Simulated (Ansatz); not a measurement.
A relaxed structure of TaAs is spoiled in several ways and relaxed again each time (noise and exchanges are one random draw each; squeezed and stretched starts keep its symmetry, which their runs cannot lower; pressure is positive under compression). Computed with PBE (plane waves to 420 eV, PAW, scalar-relativistic; Ansatz, a first-principles code).

Space group I4₁md (No. 109); a = 3.463 Å, b = 3.463 Å, c = 11.733 Å, α = 90.00°, β = 90.00°, γ = 90.00°

```
atom  site  symmetry       x       y       z
----  ----  --------  ------  ------  ------
Ta      4a      2mm.  0.0000  0.0000  0.7491
As      4a      2mm.  0.0000  0.0000  0.1669
```
(The calculation used a cell of 4 atoms; values per cell refer to that cell.)

```tsv
change	first pressure (GPa)	largest first force (eV/Å)	released (eV/atom)	moves	outcome	final group	E − E(parent) (eV/atom)
deformed by the Cartesian strain tensor (xx, yy, zz, yz, xz, xy) = (0.100, 0.011, 0.063, 0.021, 0.030, -0.133)	-8	1.8	0.64	11	returns to the parent	I4₁md	0.00
with every coordinate shifted by Gaussian noise of σ = 0.2 Å	18	8.2	0.68	5	returns to the parent	I4₁md	0.00
squeezed uniformly to 80 % of its volume	64	0.2	0.58	10	returns to the parent	I4₁md	0.00
```

First-step values come from each run's starting, coarser k-mesh (7×6×10, 7×7×9, 10×10×10). Each cell has its own k-point mesh; energy differences are given only to the digits this allows. No spin polarisation in the result.
